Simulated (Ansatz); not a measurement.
Structure: TiO2 (rutile), at its r2SCAN minimum. It is tetragonal, P4_2/mnm (No. 136); conventional cell a = 4.597 Å, c = 2.953 Å, 10.40 Å³ an atom. Around Ti lie 6 O at 1.95–1.98 Å and 2 Ti at 2.95 Å; around O lie 3 Ti at 1.95–1.98 Å.

```
Ti O
1.0
     4.59685    0.00000    0.00000
     0.00000    4.59685    0.00000
     0.00000    0.00000    2.95349
Ti O
2 4
Direct
  0.00000 0.00000 0.00000
  0.50000 0.50000 0.50000
  0.30464 0.30464 0.00000
  0.19536 0.80464 0.50000
  0.80464 0.19536 0.50000
  0.69536 0.69536 0.00000
```

3 runs of Ansatz on this cell differ in the functional (and in the settings that go with it). Levels are in eV from each run's valence top; v1 is the last filled band, c1 the first empty one.

Run A, mean stress 0.0 GPa (compression positive):
```tsv
point	v4	v3	v2	v1	c1	c2
Γ	-0.74	-0.48	-0.48	0.00	2.22	2.54
X	-1.68	-1.68	-0.77	-0.77	2.91	2.91
M	-1.36	-1.36	-1.11	-1.11	2.26	2.26
```

Run B, mean stress -2.8 GPa (compression positive):
```tsv
point	v4	v3	v2	v1	c1	c2
Γ	-0.75	-0.44	-0.44	0.00	3.38	3.70
X	-1.75	-1.75	-0.81	-0.81	4.12	4.12
M	-1.43	-1.43	-1.13	-1.13	3.41	3.41
```

Run C, mean stress +5.2 GPa (compression positive):
```tsv
point	v4	v3	v2	v1	c1	c2
Γ	-0.69	-0.44	-0.44	0.00	1.89	2.18
X	-1.63	-1.63	-0.74	-0.74	2.56	2.56
M	-1.29	-1.29	-1.06	-1.06	1.93	1.93
```

Task: Match the runs to PBE, r2SCAN, HSE06.

Result: A is r2SCAN, B is HSE06, C is PBE. In order of the gap: PBE 1.89, r2SCAN 2.22, HSE06 3.38 eV. The stress vanishes for r2SCAN, which relaxed the cell.

No spin polarisation and no zero-point or thermal motion.

The stress of a hybrid is loosely converged in these runs.

The meshes of the hybrids are coarse, so their gaps aren't converged to the digits shown.
